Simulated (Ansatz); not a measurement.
Given:

AgW:
```
AgW
1.0
    3.17622     0.00000     0.00000
    0.00000     3.17622     0.00000
    0.00000     0.00000     3.17622
Ag W
1 1
Cartesian
  0.00000   0.00000   0.00000
  1.58811   1.58811   1.58811
```

This is the PBEsol-relaxed structure.

Q: All from the program Ansatz at the PBEsol level (PAW), unless another level is named. Give the bulk modulus (Birch–Murnaghan fit).

A: 225 GPa.

Q: Give the highest zone-centre frequency.

A: 159 cm^-1.

Q: And the elastic constants (relaxed ions, GPa)?

A: C11 = 78.2, C12 = 298, C44 = 146.

Space group Pm-3m (CsCl type). The start of the workflow was typed in or built on a structure type; neither database checked (COD, Materials Project) lists it. Whether it is the stable phase at ambient conditions was not checked. The cell was relaxed with PBEsol under the symmetry of its start. At this level the phase is mechanically unstable. No spin polarisation was allowed. Its formation energy is positive at this level, so the cell may be metastable or incomplete. As this level gives no gap, shear constants depend on the k-mesh and smearing (Fermi–Dirac, 0.1 eV here). As this level gives no gap, phonon frequencies hold no LO–TO term and depend on the k-mesh and smearing (Fermi–Dirac, 0.1 eV here). Scalar-relativistic: spin–orbit coupling is off unless named, which matters more the heavier the elements.

Potentials: the earlier of the program's two PAW sets. The files were generated under PBE; for other functionals the program regenerates the frozen cores, and for LDA and PBEsol the local potential too.
